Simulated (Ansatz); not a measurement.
HgF:
```yaml
crystal:
  lattice:
    - [-1.81808, 1.81808, 5.49282]
    - [1.81808, -1.81808, 5.49282]
    - [1.81808, 1.81808, -5.49282]
  atoms:
    - { symbol: Hg, position: [0.88477, 0.88477, 0.00000] }
    - { symbol: Hg, position: [0.11523, 0.11523, 0.00000] }
    - { symbol: F, position: [0.68913, 0.68913, 0.00000] }
    - { symbol: F, position: [0.31087, 0.31087, 0.00000] }
```

Relaxed with r²SCAN+D4.

Question: Give the Bader charges and basin volumes of the independent atoms, plane-wave PAW r²SCAN+D4 (Ansatz code).

Answer: 

```
atom  Bader charge (e)  Bader volume (Å³)
----  ----------------  -----------------
Hg1              +0.72               23.4
F3               -0.72               13.0
```

Space group I4/mmm. The first step of the workflow began from a Materials Project structure, measured or hypothetical; the Crystallography Open Database files this formula in space group No. 139, but the cells were not matched. Whether it is the stable phase at ambient conditions was not checked. Symmetry was held in the r²SCAN+D4 relaxation; its stability against distortions is not shown here. Scalar-relativistic: spin–orbit coupling is off unless named, which matters more the heavier the elements.

Potentials: the later of the program's two PAW sets.
